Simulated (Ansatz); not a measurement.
Given:

MgSe (rock salt), conventional cell a = b = c = 5.4498 Å, α = β = γ = 90.00°. The calculation uses the primitive cell of 2 atoms, to which meshes and values per cell refer.

Equation-of-state scan: isotropic scaling of the cell above, V₀ being its volume. Symmetry pins the atoms to their sites.

The numbers are results of PBEsol (plane waves to 420 eV, PAW, scalar-relativistic; Ansatz, a first-principles code), not measurements. k mesh 10×10×10 (Γ-centred), Fermi-Dirac smearing 0.05 eV. E stands for the smeared free energy. Stress and pressure are positive under compression. MgSe was relaxed with its symmetry unable to fall. ΔE is measured from the relaxed starting cell.

The scan covers V/V₀ from 0.900 to 1.100 in 13 points.

Problem. What is ΔE at V/V₀ = 1.100?

Solution. 34.8 meV/atom.

Problem. What is ΔE at V/V₀ = 0.900?

Solution. 48.8 meV/atom.

Problem. What pressure does the cell carry at V/V₀ = 0.900?

Solution. 8.46 GPa.

(A scan under strain: stresses follow from slopes of the energy per volume, elastic moduli from its curvatures.)
